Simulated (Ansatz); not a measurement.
**How the vibrations of Ru change with volume**

All numbers below come from Ansatz, DFT LDA, scalar-relativistic, plane waves, PAW. Settings: 420 eV plane-wave cutoff, Γ-centred 18×18×10 mesh, Fermi-Dirac smearing of 0.15 eV. No spin polarisation. Phonons by linear response, acoustic sum rule imposed.

Equilibrium structure at this level:
Space group P6_3/mmc (No. 194). a = 2.676 Å, b = 2.676 Å, c = 4.226 Å, α = 90.00°, β = 90.00°, γ = 120.00°
```csv
atom,site,symmetry,x,y,z
Ru,2c,-6m2,0.3333,0.6667,0.2500
```

In a metal, frequencies depend on the k mesh and the smearing, soft modes most.

Cells at 0.98 and 1.02 times the equilibrium volume were relaxed in shape and atoms; γ = −d ln ν / d ln V, modes matched by rank.

Problem. Give the optical frequencies at Γ (cm⁻¹) at the three volumes and the mode Grüneisen parameters.

Solution.
| 0.98 V | V | 1.02 V | γ | degeneracy |
| --- | --- | --- | --- | --- |
| 210 | 204 | 198 | 1.48 | 2 |
| 284 | 269 | 254 | 2.77 | 1 |

Problem. What pressures hold the two strained cells, and what bulk modulus follows?

Solution. 7.70 GPa at 0.98 V and -6.87 GPa at 1.02 V, so B = −dP/d ln V ≈ 364 GPa.

Cost: 6 runs of about 4.1 core-minutes in all, on Arm Neoverse V2 (shared hosts).